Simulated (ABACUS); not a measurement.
A self-consistent single point of Ti (Im-3m, 1 atom in the cell; from COD 9012924) with ABACUS.

All values come from this method and carry its errors: PBEsol, numerical atomic orbitals SZ (confined pseudo-atomic orbitals with Gaussian additions; energy shift 0.01 Ry), PseudoDojo 0.4 standard norm-conserving PBEsol (tails mended) pseudopotentials run with ABACUS.

```xyz
1
Lattice="-1.6410 1.6410 1.6410 1.6410 -1.6410 1.6410 1.6410 1.6410 -1.6410" Properties=species:S:1:pos:R:3 pbc="T T T"
Ti     0.0000     0.0000     0.0000
```

Reference input (self-consistent single point, DFT, PBEsol, numerical atomic orbitals DZP (confined pseudo-atomic orbitals with Gaussian additions; energy shift 0.01 Ry), PseudoDojo 0.4 standard norm-conserving PBEsol (tails mended) pseudopotentials): basis = DZP numerical atomic orbitals, energy shift 0.01 Ry; KPT = Gamma 14 14 14 0 0 0; basis_type = lcao; ecutwfc = 100 Ry; smearing_method = fd; smearing_sigma = 0.00734986 Ry; potentials = PseudoDojo 0.4 standard norm-conserving PBEsol (tails mended); symmetry = 1; ks_solver = genelpa; scf_nmax = 100; scf_thr = 1.0e-07; mixing_type = broyden. This run's input differs from it in these lines:

```diff
@@ -23,3 +23,3 @@
 NUMERICAL_ORBITAL
-Ti_pbesol_8.0au_3s2p2d1f.orb
+Ti_pbesol_8.0au_2s1p1d.orb
```

Log, with long lists cut:

```
 SELF-CONSISTENT
 -------------------------------------------

                  longest orb rcut (Bohr) = 8
   longest nonlocal projector rcut (Bohr) = 1.7
                     search radius (Bohr) = 19.4

                          real space grid = [ 36, 36, 36 ]
                                 init_chg = atomic

 LCAO ALGORITHM --------------- ION=   1  ELEC=   1--------------------------------

 Density error is 0.0326177306103
 E_KohnSham     -118.4871160376      -1612.0999176986
 E_Fermi        1.0136354088         13.7912172538

 LCAO ALGORITHM --------------- ION=   1  ELEC=   2--------------------------------

   [... lines left out ...]

   [... 2 blocks of this kind left out ...]

 LCAO ALGORITHM --------------- ION=   1  ELEC=   5--------------------------------

 Density error is 2.4035991109e-06
 E_KohnSham     -118.4889858324      -1612.1253575617
 E_Fermi        1.0752277857         14.6292245329

 LCAO ALGORITHM --------------- ION=   1  ELEC=   6--------------------------------

 Density error is 2.82733575936e-08
 E_KohnSham     -118.4889858325      -1612.1253575631
 E_KS(sigma->0) -118.4868559320      -1612.0963787805
 E_entropy(-TS) -0.0042598009        -0.0579575650
 E_Fermi        1.0752323263         14.6292863114
 charge density convergence is achieved
 final etot is -1612.1253576 eV
 EFERMI = 14.629286311 eV

 STATE ENERGY(eV) AND OCCUPATIONS    NSPIN == 1
   [... 7 lines left out ...]

 TOTAL-FORCE (eV/Angstrom)
                       Ti1         0.0000000000         0.0000000000         0.0000000000

 TOTAL-STRESS (KBAR)
      -100.4628618125         0.0000000000        -0.0000000000
         0.0000000000      -100.4628618125         0.0000000000
         0.0000000000        -0.0000000000      -100.4628618125
 TOTAL-PRESSURE: -100.462862 KBAR

 --------------------------------------------
 !FINAL_ETOT_IS -1612.1253575630601063 eV
 --------------------------------------------
```

The run converged in 6 iterations. Against the reference run the free energy goes up by 1.36 eV/atom and the pressure goes from -5.30 to -10.05 GPa.

The starting cell comes from an entry of a crystal-structure database; it serves only as a starting point and was not checked for soundness. The atom-centred basis is finite, which shifts total energies and pressures against plane waves. A single-zeta basis is rough, for pressures and forces above all. This run is one point of a test of settings, so its values need not be converged; read them against the reference run alone.

The atomic orbitals were generated for these runs; they are not ABACUS's published sets and were checked against plane waves on a few crystals only.

“Tails mended”: in these copies of the files the far tail of each local potential was reset to the Coulomb form.
